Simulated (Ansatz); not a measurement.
# Fields on a plane of BaGaGeH (space group P3m1)

```
CELL_PARAMETERS angstrom
      4.30636     0.00000     0.00000
     -2.15318     3.72942     0.00000
      0.00000     0.00000     5.09325
ATOMIC_POSITIONS crystal
  Ba 0.33333 0.66667 0.99969
  Ga 0.00000 0.00000 0.54674
  Ge 0.66667 0.33333 0.44647
  H  0.00000 0.00000 0.88699
```

The slice is a (1 -1 0 0) plane (indices of the conventional cell) through the point (0.000, 0.000, 0.547) (fractional), spanned by u = [110] and v = [001] in vectors of this cell: u (4.31 Å) and v (5.09 Å, at 90° to u). It covers one period; positions are fractions (u, v).

Atoms on it: Ga at (0.00, 0.00); H at (0.00, 0.34).

Level of theory: PBEsol (plane waves to 420 eV, PAW, scalar-relativistic; Ansatz, an electronic-structure program). k mesh 9×9×7. These are valence fields of a PAW run, semicore shells included where kept as valence: close to a nucleus they are smooth pseudo fields. BaGaGeH was relaxed with its symmetry unable to fall.

```
|xx00001122335555554444445555553322110000|
|0000112222445555444444444455554422221100|
|1111222233445555444444444455554433222211|
|2222222233444444444444444444444433222222|
|2222223333444444444444444444444433332222|
|2222333333333333333333333333333333333322|
|2222222211111111111111111111111111222222|
|1111111100000000111111111100000000111111|
|0000000000000000001111110000000000000000|
|1111000000000000112222221100000000000011|
|4433221100000011223333332211000000112233|
|8877552200000022334455443322000000225577|
|9999885511001122445566554422110011558899|
|9999997722000022445555554422000022779999|
|xxxx9988330000113344554433110000338899xx|
|xxxx9999441100001122332211000011449999xx|
|xx99998844110000001111110000001144889999|
|9999886644110000000000000000001144668899|
|5555554433221100000000000000112233445555|
|2222222222222211111111111111222222222222|
|1111222222333333332222223333333322222211|
|0000112222334444443333334444443322221100|
|xx00001122334455444444444455443322110000|
|xxxx0011223355555544444455555533221100xx|
```
Scale: ten equal steps from 0.03 (start of '0') to 1.00 (end of '9'), in the order '0123456789'. Values: electron localisation function (ELF). The map has 20 points along u (two characters each, u = 0 at the left) and 24 along v (v = 0 in the bottom row). Points within 0.3 Å of a nucleus are blanked (x), as the pseudised field means little there.

```tsv
v \ u	0.00	0.15	0.30	0.45	0.60	0.75	0.90
0.92	x	<-1.0	4.2	3.7	4.4	1.8	x
0.83	<-1.0	-0.4	5.5	4.1	4.8	4.8	<-1.0
0.75	3.7	5.4	6.3	5.1	5.5	6.4	4.7
0.67	6.8	6.8	5.9	4.4	4.8	6.3	6.8
0.58	7.3	6.7	4.4	1.6	2.4	5.4	7.0
0.50	6.2	6.2	3.0	<-1.0	-0.3	4.5	6.4
0.42	x	4.9	2.9	<-1.0	-0.6	4.4	x
0.33	x	x	4.2	1.0	1.9	5.1	x
0.25	x	4.4	5.5	4.3	4.6	5.7	x
0.17	<-1.0	-0.6	5.7	6.1	6.2	4.7	<-1.0
0.08	x	<-1.0	4.7	6.3	6.3	1.9	x
0.00	x	x	3.8	5.0	5.3	-0.1	x
```

Values: electrostatic potential energy of an electron, from the cell's mean, in eV. Points within 0.7 Å of a nucleus are blanked (x), as the pseudised field means little there. Values under -1 eV are set to -1. The zero, the cell's mean, hangs on the PAW cores.

- Density on the Ga–H line (1.73 Å) at its density minimum, 1.0 Å from Ga = 0.55 e/Å³
- ELF at that point = 0.53
- Character of the Ga–H contact (rough rule: ELF there above 0.7 covalent, below 0.2 ionic, polar between) = polar, between covalent and ionic
